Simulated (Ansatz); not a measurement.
## Data sheet: Tb3GaC (DFT)

Tb$_{3}$GaC:
```
Tb3GaC
1.0
    4.85961     0.00000     0.00000
    0.00000     4.85961     0.00000
    0.00000     0.00000     4.85961
Tb Ga C
3 1 1
Direct
  0.50000   0.00000   0.00000
  0.00000   0.50000   0.00000
  0.00000   0.00000   0.50000
  0.50000   0.50000   0.50000
  0.00000   0.00000   0.00000
```
The run is spin-polarised; directions of the spins, atom by atom: ↑ ↑ ↑ 0 0.

Space group Pm-3m (No. 221), anti-perovskite; conventional cell a = b = c = 4.8596 Å, α = β = γ = 90.00°.

Method: DFT-r²SCAN in the program Ansatz with PAW potentials. Structure relaxed to zero pressure with the same functional. Other levels are named where they apply.

**Cell and energy**

- Volume per atom = 22.95 Å³
- Density = 8.08 g/cm³

**Electronic structure**

* **Electronic character**: metallic (no gap)
* **Density of states at the Fermi level**: 0.21 states/eV per atom (mean over ±0.08 eV)

**Magnetism**

Magnetic order: ferromagnetic
Net moment: 3.63 μB per atom

The workflow started from a Materials Project entry (that database holds measured and hypothetical structures alike); the Crystallography Open Database copy checked does not list it. Its standing as an ambient phase is unchecked. The r²SCAN relaxation kept the symmetry of its start; its stability against distortions is not shown here. The final state is ferromagnetic, the only order run, not a proven ground state. Caveat: open 4f shells can settle in a state that is not the lowest. Other orbital occupations within this spin state were not tried. No Hubbard U is applied. Point labels and valley counts follow the cell and symmetry of the run, lower than the named group. Spin–orbit coupling is left out wherever it is not named.

Potentials: the later of the program's two PAW sets.
